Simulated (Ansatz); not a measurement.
Relaxed CdS (zinc blende):

```
CELL_PARAMETERS angstrom
      0.00000     2.96331     2.96331
      2.96331     0.00000     2.96331
      2.96331     2.96331     0.00000
ATOMIC_POSITIONS crystal
  S  0.75000 0.75000 0.75000
  Cd 0.00000 0.00000 0.00000
```

In this cell atom 1 (S, nearest neighbour Cd at 2.566 Å; its periodic images, 4.2 Å or more away, move with it) is moved by s along Cartesian x, unit vector (1.000, 0.000, 0.000); all other atoms and the cell stay fixed.

Calculation: PBE (plane waves to 420 eV, PAW, scalar-relativistic; Ansatz, a quantum-chemistry and plane-wave program). k mesh 8×8×8 (Γ-centred), Fermi-Dirac smearing 0.05 eV. The energy includes the smearing's −TS. Stress and pressure are positive under compression. CdS was relaxed with its symmetry unable to fall. ΔE is measured from the undisplaced structure.

What ΔE (meV/cell) and P (GPa) does the calculation give at s (Å) = -0.260, -0.208, -0.156, -0.052, 0.104, 0.156?


| s (Å) | ΔE (meV/cell) | P (GPa) |
|---|---|---|
| -0.260 | 141.4 | 1.35 |
| -0.208 | 91.2 | 0.87 |
| -0.156 | 51.6 | 0.50 |
| -0.052 | 5.8 | 0.06 |
| 0.104 | 23.1 | 0.22 |
| 0.156 | 51.6 | 0.50 |

(A displaced cell: forces are minus the slopes of the energy, force constants its curvatures, and phonons follow from these.)
